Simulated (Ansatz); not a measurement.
GaN:
```
CELL_PARAMETERS angstrom
      2.69913     0.00000     0.00000
      0.00000     2.69913     0.00000
      0.00000     0.00000     2.69913
ATOMIC_POSITIONS crystal
  Ga 0.00000 0.00000 0.00000
  N  0.50000 0.50000 0.50000
```

Relaxed with r²SCAN. Special points in fractions of this cell's reciprocal vectors: Γ (0.000, 0.000, 0.000); X (0.000, 0.500, 0.000); M (0.500, 0.500, 0.000); R (0.500, 0.500, 0.500).

### Question
List the band energies nearest the Fermi level at these points for DFT-r²SCAN in the program Ansatz with PAW potentials.

### Answer
In eV from the Fermi level; about four levels below and three above (degenerate sets whole), none deeper than 8.9 eV; … stands for higher levels left out; points with the same levels are listed once.

| k | below | above |
|---|---|---|
| Γ | -1.50 -1.50 -1.50 -1.39 | … |
| X | – | 0.02 0.02 4.09 |
| M | -6.76 -6.76 -2.41 | 0.45 … |
| R | -3.34 -3.34 -3.34 | … |

Space group Pm-3m (CsCl type). The cell is a constructed one: a structure type filled with these elements; neither database checked (COD, Materials Project) lists it. It is not the phase usual at ambient conditions (space group No. 186, 216). The r²SCAN relaxation kept the symmetry of its start. At this level the phase is mechanically unstable. Spin–orbit coupling is left out wherever it is not named.

Potentials: the earlier of the program's two PAW sets.
